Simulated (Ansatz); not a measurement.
# Calculated coordination and 14N quadrupole coupling for VZnC2N3F5 under strain

Cell: an entry of the Crystallography Open Database (COD), relaxed with PBE at fixed cell and then changed (x and y stretched by 1 %).

```cif
data_structure
_symmetry_space_group_name_H-M 'P 1'
_symmetry_Int_Tables_number 1
_cell_length_a 7.5747
_cell_length_b 7.5747
_cell_length_c 7.5747
_cell_angle_alpha 120.325
_cell_angle_beta 105.687
_cell_angle_gamma 102.986
_cell_volume 325.26
loop_
_atom_site_label
_atom_site_type_symbol
_atom_site_fract_x
_atom_site_fract_y
_atom_site_fract_z
_atom_site_occupancy
V1 V 0.00000 0.00000 0.50000 1
V2 V 0.00000 0.50000 0.00000 1
Zn3 Zn 0.00000 0.00000 0.00000 1
Zn4 Zn 0.50000 0.00000 0.50000 1
C5 C 0.41665 0.27743 0.13922 1
C6 C 0.63820 0.27743 0.36078 1
C7 C 0.36180 0.72257 0.63922 1
C8 C 0.58335 0.72257 0.86078 1
N9 N 0.31081 0.14048 0.17033 1
N10 N 0.47015 0.14048 0.32967 1
N11 N 0.52985 0.85952 0.67033 1
N12 N 0.68919 0.85952 0.82967 1
N13 N 0.61781 0.36781 0.25000 1
N14 N 0.38219 0.63219 0.75000 1
F15 F 0.04436 0.29436 0.75000 1
F16 F 0.95564 0.70564 0.25000 1
F17 F 0.01148 0.90706 0.68342 1
F18 F 0.72364 0.32806 0.81658 1
F19 F 0.27636 0.09294 0.60442 1
F20 F 0.98852 0.67194 0.89558 1
F21 F 0.98852 0.09294 0.31658 1
F22 F 0.27636 0.67194 0.18342 1
F23 F 0.72364 0.90706 0.39558 1
F24 F 0.01148 0.32806 0.10442 1
```

Atoms are numbered from 1 in the order listed; like atoms form one site, named after its first atom.

Level of theory: DFT, PBE, plane waves and PAW, scalar-relativistic, collinear spin, 420 eV cutoff, Γ-centred 6×6×6 k-points, Fermi–Dirac smearing 0.05 eV (Ansatz 0.2.0). Start moments as typed (μB): 1 on each V, none on the rest.

Q(14N) = 20.44 mb.

Question: Rank these N sites by |C_Q|, smallest first.
A. N9: 1 C at 1.32 Å, 1 N at 1.46 Å, 1 Zn at 2.05 Å; also 1 C at 2.17 Å, 1 Zn at 3.29 Å
B. N13: 2 C at 1.32 Å, angle 100°

Answer: B (3.28 MHz, η = 0.60), A (4.46 MHz, η = 0.03).

The structure holds N–N bonds (1.46 Å). At N13 V_zz points along the bisector of its two bonds (within 1°).

With no gap above 0.1 eV, as in a metal, the gradients converge slowly in k; expect changes of a tenth or more on a denser mesh. Semilocal functionals can leave a metal where correlation in the d or f shell opens a gap in the real compound, and that would change the values at and beside V. The atoms aren't relaxed in the changed cell (largest force 0.6 eV/Å). All moments are parallel here, as the start or the cell imposes; many such compounds order antiparallel, where fields and spin densities carried over to other atoms largely cancel. The magnetic order is the one that the run reached from its start moments, not necessarily the measured one (the real compound may not order at all).
